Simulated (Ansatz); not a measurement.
Data:

AlRu:
```
CELL_PARAMETERS angstrom
      0.00000     3.04893     3.04893
      3.04893     0.00000     3.04893
      3.04893     3.04893     0.00000
ATOMIC_POSITIONS crystal
  Al 0.25000 0.25000 0.25000
  Al 0.00000 0.00000 0.00000
  Ru 0.50000 0.50000 0.50000
  Ru 0.75000 0.75000 0.75000
```

This is the PBE-relaxed structure.

Question: All from DFT-PBE in the program Ansatz with PAW potentials, unless another level is named. Estimate the formation energy from the elements (no fitted shifts).

Answer: -0.16 eV/atom.

Question: And the density of states at the Fermi level?

Answer: 1.2 states/eV per atom (mean over ±0.08 eV).

Space group Fd-3m. A made-up cell: these elements were put on the sites of a structure type; neither database checked (COD, Materials Project) lists it. COD files the formula under space group No. 221, so this cell is another polymorph or a model. Whether it is the stable phase at ambient conditions was not checked. The PBE relaxation kept the symmetry of its start; whether a distortion lowers the energy is not shown. No spin polarisation was allowed. The references are the lowest solids computed at this level, not always the standard phases. Scalar-relativistic: spin–orbit coupling is off unless named, which matters more the heavier the elements.

Potentials: the later of the program's two PAW sets.
